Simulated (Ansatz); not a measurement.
CdS:
```
CELL_PARAMETERS angstrom
      4.12437     0.00000     0.00000
     -2.06219     3.57181     0.00000
      0.00000     0.00000     6.70978
ATOMIC_POSITIONS crystal
  Cd 0.66667 0.33333 0.50021
  Cd 0.33333 0.66667 0.00021
  S  0.66667 0.33333 0.87679
  S  0.33333 0.66667 0.37679
```

Relaxed with PBEsol. Special points in fractions of this cell's reciprocal vectors: Γ (0.000, 0.000, 0.000); M (0.500, 0.000, 0.000); K (0.333, 0.333, 0.000); A (0.000, 0.000, 0.500); L (0.500, 0.000, 0.500); H (0.333, 0.333, 0.500).

**Question.** List the band energies nearest the valence-band maximum at these points for PBEsol with spin–orbit coupling (plane waves, PAW; program Ansatz).

**Answer.** In eV from the valence-band maximum; about four levels below and three above (degenerate sets whole), none deeper than 8.9 eV; points with the same levels are listed once.

```
k                          below                above
-  -----------------------------  -------------------
Γ          -0.02 -0.02 0.00 0.00  1.08 1.08 2.66 2.66
M        -1.36 -1.36 -0.79 -0.79  3.61 3.61 3.75 3.75
K  -1.92 -1.92 -1.88 -1.71 -1.71       4.47 4.47 5.02
A        -0.40 -0.40 -0.40 -0.40  2.74 2.74 2.74 2.74
L        -1.37 -1.37 -1.37 -1.37  3.34 3.34 3.34 3.34
H        -1.17 -1.17 -1.16 -1.16  4.26 4.26 4.31 4.31
```

Space group P6_3mc (wurtzite). The PBEsol relaxation kept the symmetry of its start.

Potentials: the earlier of the program's two PAW sets. The files were generated under PBE; for other functionals the program regenerates the frozen cores, and for LDA and PBEsol the local potential too.
